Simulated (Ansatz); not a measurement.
**What DFT gives for Ga5Sb3**

```
CELL_PARAMETERS angstrom
-5.69565 0.00000 0.00000
2.84783 0.00000 6.78675
2.84783 8.54437 0.00000
ATOMIC_POSITIONS crystal
Sb 0.99981 0.99962 0.00000
Sb 0.24981 0.49962 0.50000
Sb 0.57782 0.51308 0.16358
Sb 0.93526 0.51308 0.83642
Sb 0.34884 0.01308 0.66358
Sb 0.66424 0.01308 0.33642
Ga 0.44752 0.89504 0.00000
Ga 0.69752 0.39504 0.50000
Ga 0.92233 0.31176 0.13536
Ga 0.38943 0.31176 0.86464
Ga 0.77479 0.81176 0.63536
Ga 0.03697 0.81176 0.36464
Ga 0.17925 0.67344 0.17394
Ga 0.49419 0.67344 0.82606
Ga 0.91813 0.17344 0.67394
Ga 0.25531 0.17344 0.32606
```

Single point in Ansatz 0.2.0 with r2SCAN, no spin polarisation. Cutoff 500 eV, PAW datasets, 5×5×5 Γ-centred k mesh, fermi-dirac filling (width 0.1 eV).

Forces: The largest is on Ga10 (and as large on other atoms): 0.76 eV/Å, components (-0.44, 0.30, -0.54). It makes 146° with the line to a nearest neighbour, Ga14 at 2.50 Å, pointing away from it.
Formation energy: 0.27 eV an atom against the elements' usual phases (free molecules for gases, crystals otherwise, with no correction for O₂ or N₂), so at this geometry it isn't bound against them. Relaxing would lower it.
Charges: Bader charges in e: Ga +0.06 to +0.11, Sb -0.15. In the mean Ga gives up most and Sb takes most.
Electronic structure: It is a metal, with about 7.8 states/eV a cell as the mean within 0.25 eV of the Fermi level, mostly Sb p (49 %), Ga p (28 %) and Ga s (16 %).
Stress: The pressure is 5.9 GPa (compression positive), so with the atoms held at these fractions the cell would first expand. The principal stresses 4.7, 5.1, 8.0 GPa differ, so its shape would change too.

Origin: a known structure type with other elements, at an estimated volume, so it need not be a known compound.
